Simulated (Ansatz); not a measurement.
**Relaxing a structure of Bi$_{2}$Te$_{3}$**

The start is a relaxed Bi2Te3 cell displaced along its unstable phonon at q = (½, ½, ½) of its primitive reciprocal cell (22i cm⁻¹), largest move 0.15 Å. Cell shape, volume and atoms are optimised at zero target pressure with PBEsol (plane waves to 420 eV, PAW, scalar-relativistic; Ansatz, a program for electronic structure). First-step values are on the input's coarse k-mesh.

Ansatz input (later rounds restart from its end on a renewed k-mesh):
Ansatz 0.2 input:
```yaml
crystal:
  lattice:
    - [7.5560511746, 4.3624881796, 7.746204282]
    - [0, 4.3624881796, 7.746204282]
    - [3.7780255873, -2.1812440899, 7.746204282]
  atoms:
    - { symbol: Te, position: [0.4319423778, 0.8018049478, 0.5262942283] }
    - { symbol: Te, position: [0.9582366062, 0.8080160682, 0.4737057717] }
    - { symbol: Te, position: [0.7662526743, 0.1919839318, 0.8018049478] }
    - { symbol: Te, position: [0.2337473257, 0.1981950522, 0.8080160682] }
    - { symbol: Te, position: [0.0417633938, 0.5262942283, 0.1919839318] }
    - { symbol: Te, position: [0.5680576222, 0.4737057717, 0.1981950522] }
    - { symbol: Bi, position: [0.8328561446, 0.3342877107, 0.3342877107] }
    - { symbol: Bi, position: [0.3425175428, 0.3149649145, 0.3149649145] }
    - { symbol: Bi, position: [0.6574824572, 0.6850350855, 0.6850350855] }
    - { symbol: Bi, position: [0.1671438554, 0.6657122893, 0.6657122893] }
basis: { ecutwfc: 420, ecutrho_ratio: 4, xc_grid: 2, fft_grid_basis: typed }
kpoints: { mp_grid: { grid: [4, 4, 4] } }
hamiltonian:
  xc: pbesol
  dispersion: none
  pseudopotentials: { kind: paw }
scf: { occupations: { method: fermi_dirac, width: 0.05 } }
relax: { f_tol: 0.01, max_steps: 100, cell: { stress_tol: 0.02 } }
output: { forces: true, stress: true }
```

Q: What is the largest force in the starting geometry, and on which atom (counted from 1)?

A: 0.07 eV/Å, on Bi7, Bi10 (atoms numbered as listed).

Q: How much energy is released per atom?

A: 0.01 eV/atom.

Q: How does the volume change?

A: -3.2 %, from 38.30 to 37.07 Å³/atom.

Q: Does it find its way back to the structure it was made from?

A: It does not go back: it reaches R32 (No. 155), 8 meV/atom below the parent.

Q: How do the shortest distances between atoms change?

A: The closest pairs of elements (up to four, under 3.6 Å), start → end: Bi–Te 3.06 → 3.02 Å.

Q: What band gap does the relaxed structure have at this level?

A: 0.26 eV, indirect (valence top at Γ, conduction bottom at k = (0.1667, 0.1667, 0.3333)) (no spin-orbit coupling).

Q: Write out the relaxed structure.

A: 
```cif
data_Bi12Te18
_chemical_formula_sum 'Te18 Bi12'
_space_group_name_H-M_alt 'R32 :H'
_space_group_IT_number 155
_space_group_name_Hall 'R 3 2"'
_cell_length_a 7.36015
_cell_length_b 7.36015
_cell_length_c 23.70178
_cell_angle_alpha 90.000
_cell_angle_beta 90.000
_cell_angle_gamma 120.000
loop_
_atom_site_label
_atom_site_type_symbol
_atom_site_symmetry_multiplicity
_atom_site_Wyckoff_symbol
_atom_site_fract_x
_atom_site_fract_y
_atom_site_fract_z
_atom_site_occupancy
Te1 Te 18 f 0.32736 0.04344 0.07586 1
Bi1 Bi 6 c 0.00000 0.00000 0.17708 1
Bi2 Bi 6 c 0.00000 0.00000 0.34896 1
```
(The calculation used a cell of 10 atoms; values per cell refer to that cell.)

Final values are on a 6×6×6 k-mesh of the relaxed cell. No spin polarisation in the result. Without spin-orbit coupling the bands of the heavy element are not split, so the gap can be far off.

The run could not lose the symmetry of its start, so the end can be a saddle point.

The relaxed structure here is a generated cell of Bi2Te3: the first start was made by placing the elements on the sites of a structure type, and the end was not matched to a known phase here, so it may be hypothetical. Known forms of Bi2Te3 include space group No. 166.
